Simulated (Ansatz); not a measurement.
HgPt, DFT, LDA, all-electron PAW with datasets made for the crystal, scalar-relativistic (Ansatz 0.2.0), run on 1 thread of Intel(R) Xeon(R) Platinum 8488C (Sapphire Rapids) on a shared host.

The cell comes from COD entry 1523215, which wasn't checked; take it as a given geometry. The listed cell was then made from it by scaling, straining or moving an atom.

Command: `ansatz run input.yaml --threads 1 --pin off --max-ram 3072MiB --backend cpu --events-out ev --progress --plain --runs-dir out`

```yaml
crystal:
  lattice:
    - [2.9808705044, 0.0, 0.0]
    - [0.0, 2.9808705044, 0.0]
    - [0.0, 0.0, 3.8377077346]
  atoms:
    - { symbol: Hg, position: [0.0, 0.0, 0.0] }
    - { symbol: Pt, position: [0.5, 0.5, 0.5] }
kpoints:
  mp_grid: { grid: [12, 12, 10] }
scf:
  occupations: { method: fermi_dirac, width: 0.03 }
hamiltonian:
  xc: lda
  pseudopotentials: { kind: all_electron, datasets: crystal }
output:
  forces: true
  stress: true
  eigenvalues: true
  efg: { contact_densities: true }
```

Task: How large is the problem that the program sets up?

Result: 168 irreducible k-points, 311 plane waves at Γ, 15 bands.

Task: About how long does it take, and how much memory does it use?

Result: 22 s of wall time for 9 SCF iterations, with a peak of 0.74 GiB. Times on shared machines scatter by tens of per cent.

Task: And the same cell and mesh by PAW (frozen-core files), asked for forces, stress, eigenvalues, efg, write_density, write_potential, elf, on the same hardware?

Result: 8.6 s, peak memory 0.51 GiB.
